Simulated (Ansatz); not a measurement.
**Computed properties of H**

H:
```
CELL_PARAMETERS angstrom
      2.60804    -2.32686     0.00000
      2.60804     2.32686     0.00000
      0.00000     0.00000     4.52230
ATOMIC_POSITIONS crystal
  H  0.94256 0.05744 0.05973
  H  0.05744 0.94256 0.94027
  H  0.55744 0.44256 0.55973
  H  0.44256 0.55744 0.44027
```

Space group Cmce (No. 64); conventional cell a = 5.216 Å, b = 4.654 Å, c = 4.522 Å, α = 90.00°, β = 90.00°, γ = 90.00°.

Method: the program Ansatz at the PBEsol level (PAW). Geometry: relaxed at this level of theory. Other levels are named where they apply.

**Cell and energy**

```yaml
volume_per_atom: 13.72 Å³
density: 0.12 g/cm³
```

**Electronic structure**

```yaml
band_gap: 9.05 eV (indirect)
valence_band_maximum: at Γ
conduction_band_minimum: at R (k = 0.000, 0.500, 0.500 in fractions of the reciprocal vectors) (2 equivalent valleys)
smallest_direct_gap_on_the_standard_path: 9.60 eV
```

The workflow started from a Materials Project entry (that database holds measured and hypothetical structures alike); the Crystallography Open Database copy checked does not list it. It is not the usual solid phase (space group No. 194). The cell was relaxed with PBEsol under the symmetry of its start; its stability against distortions is not shown here. The substance is a gas or liquid at ambient conditions. A crystal of weakly bound units computed without a dispersion correction: the cell and the soft elastic constants depend strongly on that.

Potentials: the earlier of the program's two PAW sets. The files were generated under PBE; for other functionals the program regenerates the frozen cores, and for LDA and PBEsol the local potential too.
